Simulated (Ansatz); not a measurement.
## Pt (P6_3/mmc), clamped-ion strain scan

All numbers below come from Ansatz 0.2.0, DFT PBEsol, scalar-relativistic, plane waves, PAW. Cutoff 420 eV, Γ-centred 18×18×10 k-points, Gaussian smearing of 0.15 eV. Spin–orbit coupling is left out, which can shift energies with elements as heavy as these. No spin polarisation. Energies are free energies at this smearing, counted from the undisturbed cell; pressure is positive in compression.

Zero of the scan (as given, not relaxed at this level; it stands at -10.8 GPa; this form isn't the usual structure):

```xyz
2
Lattice="2.7607 0.0000 0.0000 -1.3803 2.3908 0.0000 0.0000 0.0000 4.7921" Properties=species:S:1:pos:R:3 pbc="T T T"
Pt    1.3803    0.7969    3.5941
Pt    0.0000    1.5939    1.1980
```

The cell is strained by ε times the Voigt pattern (1, -1, 0, 0, 0, 0) (xx, yy, zz, yz, xz, xy; engineering shear) with fractional coordinates fixed. The cell is metallic on the mesh throughout. At -11 GPa the given cell is far from its own equilibrium, so these figures belong to a strongly strained crystal.

| ε | ΔE (meV/atom) | stress summed along the pattern (GPa, tension positive) | pressure (GPa) |
| --- | --- | --- | --- |
| -0.0400 | ? | ? | -8.9 |
| -0.0300 | 19.5 | -14.21 | -9.8 |
| -0.0200 | 8.5 | -9.20 | -10.3 |
| -0.0100 | 2.1 | -4.45 | -10.7 |
| 0.0000 | 0.0 | 0.00 | -10.8 |
| 0.0100 | 1.9 | 4.07 | -10.7 |
| 0.0200 | 7.5 | 7.67 | -10.4 |
| 0.0300 | 16.1 | 10.72 | -9.9 |
| 0.0350 | ? | 12.03 | ? |
| 0.0400 | ? | ? | -9.2 |

(1) Give the withheld values.

## Answers

(1) ΔE (meV/atom) at ε = -0.0400: 35.5; stress summed along the pattern (GPa, tension positive) at ε = -0.0400: -19.43; ΔE (meV/atom) at ε = 0.0350: 21.4; pressure (GPa) at ε = 0.0350: -9.5; ΔE (meV/atom) at ε = 0.0400: 27.4; stress summed along the pattern (GPa, tension positive) at ε = 0.0400: 13.18.